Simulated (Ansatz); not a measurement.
Computed with Ansatz 0.2.0, DFT PBE, scalar-relativistic, plane waves, PAW. Plane waves to 420 eV, an 8×8×8 mesh through Γ for the 8-atom cell and 0.10 eV Gaussian smearing; no spin polarisation.

The zero of energy is the elements' standard structures at the same level; no fitted shifts are applied.

Question: Propose a candidate for a cubic metal with formula Li₇Bi, with a formation energy near −0.19 eV/atom and about 20 Å³ per atom, in a cell of 8 atoms.

Answer: Li₇Bi, space group Fm-3m (No. 225). Li on a site of symmetry mmm has 10 Li at 3.04 Å and 2 Bi at 3.04 Å; Li on a site of symmetry m-3m is surrounded by 12 Li at 3.04 Å; Bi has 12 Li at 3.04 Å.

```yaml
crystal:
  lattice:
    - [0.00000, 4.30275, 4.30275]
    - [4.30275, 0.00000, 4.30275]
    - [4.30275, 4.30275, 0.00000]
  atoms:
    - { symbol: Li, position: [0.50000, 0.00000, 0.00000] }
    - { symbol: Li, position: [0.00000, 0.50000, 0.50000] }
    - { symbol: Li, position: [0.00000, 0.50000, 0.00000] }
    - { symbol: Li, position: [0.50000, 0.00000, 0.50000] }
    - { symbol: Li, position: [0.00000, 0.00000, 0.50000] }
    - { symbol: Li, position: [0.50000, 0.50000, 0.00000] }
    - { symbol: Li, position: [0.50000, 0.50000, 0.50000] }
    - { symbol: Bi, position: [0.00000, 0.00000, 0.00000] }
```

The volume per atom is 19.91 Å³ and the density is 2.68 g/cm³. The energy over the elements is −0.19 eV/atom and the gap on the 8×8×8 mesh of the 8-atom cell is 0 eV (a metal).

The cell was found from a structure generator's guess, not taken from experiment. The answer needn't be unique; the calculation gave this one.

These runs have no spin–orbit coupling, which can matter for Bi. Symmetry constrained the relaxation, so the result can be a saddle point.
